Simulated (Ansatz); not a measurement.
# Si$_{2}$W: from a starting cell to a relaxed one

The start is a generated trial cell of Si2W in the AFLOW prototype A2B_tP6_129_ac_c (C38, as in Cu2Sb). The structure is fully relaxed (lattice and positions, P = 0) with r2SCAN (plane waves to 500 eV, PAW, scalar-relativistic; Ansatz, a program for electronic structure). The first steps use a coarse 6×6×4 k-mesh.

Initial structure:
```
Si2W
1.0
    3.82432     0.00000     0.00000
    0.00000     3.82432     0.00000
    0.00000     0.00000     5.83532
Si W
4 2
Direct
  0.00000   0.00000   0.00000
  0.50000   0.50000   0.00000
  0.50000   0.00000   0.27000
  0.00000   0.50000   0.73000
  0.50000   0.00000   0.70000
  0.00000   0.50000   0.30000
```

Problem. Which atoms feel the largest initial force, and how large is it?

Solution. About 1.2 eV/Å, on Si3, Si4 (atoms numbered as listed).

Problem. How does the volume per atom move from start to end?

Solution. +0.6 %, from 14.22 to 14.31 Å³/atom.

Problem. How do the shortest distances between atoms change?

Solution. The closest pairs of elements (up to four, under 3.6 Å), start → end: Si–Si 2.48 → 2.38 Å; Si–W 2.51 → 2.55 Å; W–W 3.57 → 3.36 Å.

Problem. What band gap does the relaxed structure have at this level?

Solution. No gap (metallic).

The space group stays P4/nmm (No. 129) (the run could not lower it), with 6 atoms in the primitive cell. Final values are on a 14×14×6 k-mesh of the relaxed cell. No spin polarisation in the result.

The run could not lose the symmetry of its start; a randomly shaken copy of 12 atoms returns to this structure.

The relaxed structure here is a generated cell of Si2W: the first start was made by placing the elements on the sites of a structure type, and the end was not matched to a known phase here, so it may be hypothetical. Known forms of Si2W include space group No. 139.
